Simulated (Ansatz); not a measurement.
Level of theory: DFT PBE, scalar-relativistic, plane waves, PAW in Ansatz 0.2.0. Settings: cutoff 420 eV, Γ-centred meshes spaced at most about 0.3 Å⁻¹, and about 0.25 Å⁻¹ or finer for metals (2π included), Gaussian smearing. No spin polarisation in the final relaxations.

These are static total energies at zero pressure. All come from trial cells, and lower structures may exist.

**Question.** Order these relaxed structures of Hf2WS2 by energy, lowest first, with the energy over the lowest of them.
A. Space group P-3m1 (No. 164), trigonal, a = 3.384 Å, c = 11.621 Å. Around Hf lie 3 S at 2.46 Å and 1 W at 2.55 Å; W is surrounded by 2 Hf at 2.55 Å; S is surrounded by 3 Hf at 2.46 Å.
B. Space group I4/mmm (No. 139), tetragonal, a = 3.426 Å, c = 16.180 Å. Hf is surrounded by 4 S at 2.61 Å, 4 W at 2.92 Å and 5 Hf at 3.26–3.43 Å; W has 2 S at 2.62 Å, 8 Hf at 2.92 Å and 4 W at 3.43 Å; S is surrounded by 4 Hf at 2.61 Å and 1 W at 2.62 Å.
C. Space group P-4m2 (No. 115), tetragonal, a = 4.145 Å, c = 5.769 Å. Hf on its first site is surrounded by 4 S at 2.71 Å, 2 W at 2.88 Å and 4 Hf at 2.93 Å; around Hf on its second site lie 4 S at 2.71 Å and 4 Hf at 2.93 Å; W has 4 S at 2.36 Å and 2 Hf at 2.88 Å; S is surrounded by 2 W at 2.36 Å and 4 Hf at 2.71 Å.

**Answer.** B (0 meV/atom), A (824 meV/atom), C (880 meV/atom). Forms: B I4/mmm; A P-3m1; C P-4m2. Counting S atoms around Hf and W (those within 1.25 times the shortest such distance or 1.15 times the sum of covalent radii; the shortest distance is added where it is long for a bond): B has Hf 4, W 2; A has Hf 3, W 6 from 4.5 Å; C has Hf 4, W 4.

No dispersion correction is applied, so the spacing and binding between layers, chains or molecules are poorly described (P-3m1), and this can change margins and order among such cells. Spin–orbit coupling, which can matter for Hf and W, is left out. Cells relaxed within their symmetry can be saddle points. Some structure types and database cells were kept out of the candidates from the start, so a known form may be missing.
